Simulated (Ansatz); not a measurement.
YSiNO2:
```
YSiNO2
1.0
    3.57465     0.00000     0.00000
    0.00000     3.57465     0.00000
    0.00000     0.00000     3.68518
Y Si N O
1 1 1 2
Cartesian
  0.00000   0.00000   1.84259
  1.78732   1.78732   0.00000
  1.78732   1.78732   1.84259
  1.78732   0.00000   0.00000
  0.00000   1.78732   0.00000
```

DFT-PBEsol in the program Ansatz with PAW potentials gives a gap of 1.51 eV without spin–orbit coupling, maximum at A, minimum at Γ.

**Question.** What happens when spin–orbit coupling is switched on?

**Answer.** The gap falls by 0.01 eV, to 1.50 eV; maximum at A, minimum at Γ.

**Question.** Give the electron effective mass with spin–orbit coupling.

**Answer.** 0.33, 0.33, 0.39 mₑ (principal values).

**Question.** Give the hole effective mass with spin–orbit coupling.

**Answer.** 0.41, 0.60, 0.64 mₑ (principal values).

Space group P4/mmm. The start of the workflow was typed in or built on a structure type; neither database checked (COD, Materials Project) lists it. COD files the formula under space group No. 15, 63. Whether it is the stable phase at ambient conditions was not checked. Symmetry was held in the PBEsol relaxation. At this level the phase is dynamically unstable (imaginary phonons). No spin polarisation was allowed.

Potentials: the later of the program's two PAW sets.
